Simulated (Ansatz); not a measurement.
Sc₃SnB (anti-perovskite)

```yaml
crystal:
  lattice:
    - [4.60224, 0.00000, 0.00000]
    - [0.00000, 4.60224, 0.00000]
    - [0.00000, 0.00000, 4.60224]
  atoms:
    - { symbol: Sc, position: [0.50000, 0.00000, 0.50000] }
    - { symbol: Sc, position: [0.00000, 0.50000, 0.50000] }
    - { symbol: Sc, position: [0.50000, 0.50000, 0.00000] }
    - { symbol: Sn, position: [0.00000, 0.00000, 0.00000] }
    - { symbol: B, position: [0.50000, 0.50000, 0.50000] }
```

The volume is varied about the relaxed value V₀ at fixed cell shape. Symmetry pins the atoms to their sites.

Level of theory: PBEsol (plane waves to 420 eV, PAW, scalar-relativistic; Ansatz, an electronic-structure program). k mesh 10×10×10 (Γ-centred), Fermi-Dirac smearing 0.05 eV. The energy includes the smearing's −TS. Compression counts positive. At this level the bands of Sc3SnB touch or barely overlap. Sc3SnB is run without spin polarisation. Sc3SnB was relaxed with its symmetry unable to fall. ΔE is measured from the relaxed starting cell.

```json
[
 {"V/V₀": "0.900", "ΔE (meV/atom)": "…", "P (GPa)": "11.4"},
 {"V/V₀": "0.917", "ΔE (meV/atom)": "43", "P (GPa)": "9.1"},
 {"V/V₀": "0.933", "ΔE (meV/atom)": "27", "P (GPa)": "7.0"},
 {"V/V₀": "0.950", "ΔE (meV/atom)": "15", "P (GPa)": "5.0"},
 {"V/V₀": "0.967", "ΔE (meV/atom)": "6", "P (GPa)": "3.2"},
 {"V/V₀": "0.983", "ΔE (meV/atom)": "2", "P (GPa)": "1.5"},
 {"V/V₀": "1.000", "ΔE (meV/atom)": "0", "P (GPa)": "0.0"},
 {"V/V₀": "1.017", "ΔE (meV/atom)": "1", "P (GPa)": "-1.4"},
 {"V/V₀": "1.033", "ΔE (meV/atom)": "6", "P (GPa)": "-2.7"},
 {"V/V₀": "1.050", "ΔE (meV/atom)": "12", "P (GPa)": "-3.9"},
 {"V/V₀": "1.067", "ΔE (meV/atom)": "22", "P (GPa)": "-5.0"},
 {"V/V₀": "1.083", "ΔE (meV/atom)": "33", "P (GPa)": "-6.1"},
 {"V/V₀": "1.100", "ΔE (meV/atom)": "46", "P (GPa)": "-7.0"}
]
```

Q: Fill in the missing entries.

A: 
- 0.900, ΔE (meV/atom): 64

(A scan under strain: stresses follow from slopes of the energy per volume, elastic moduli from its curvatures.)
